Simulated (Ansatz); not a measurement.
IrC:
```
IrC
1.0
    0.00000     2.31044     2.31044
    2.31044     0.00000     2.31044
    2.31044     2.31044     0.00000
Ir C
1 1
Cartesian
  0.00000   0.00000   0.00000
  1.15522   1.15522   1.15522
```

Relaxed with PBE. Special points in fractions of this cell's reciprocal vectors: Γ (0.000, 0.000, 0.000); X (0.500, 0.000, 0.500); U (0.625, 0.250, 0.625); K (0.375, 0.375, 0.750); L (0.500, 0.500, 0.500); W (0.500, 0.250, 0.750).

Q: List the band energies nearest the Fermi level at these points for plane-wave PAW PBE with spin–orbit coupling (Ansatz code).

A: In eV from the Fermi level; about four levels below and three above (degenerate sets whole), none deeper than 8.9 eV; points with the same levels are listed once.

```
k                    below                          above
-  -----------------------  -----------------------------
Γ  -2.39 -2.39 -2.39 -2.39  3.38 3.38 6.14 6.14 6.14 6.14
X  -1.32 -1.32 -0.30 -0.30            0.70 0.70 0.84 0.84
U  -2.26 -1.72 -0.31 -0.25                 1.24 1.84 2.25
L  -1.53 -1.53 -0.70 -0.70            3.67 3.67 3.68 3.68
W  -2.13 -1.94 -1.05 -0.85                 1.10 1.14 2.61
```

Space group F-43m (zinc blende). The start of the workflow was typed in or built on a structure type; neither database checked (COD, Materials Project) lists it. Its standing as an ambient phase is unchecked. The cell was relaxed with PBE under the symmetry of its start; its stability against distortions is not shown here. No spin polarisation was allowed. Its formation energy is positive at this level, so the cell may be metastable or incomplete.

Potentials: the earlier of the program's two PAW sets.
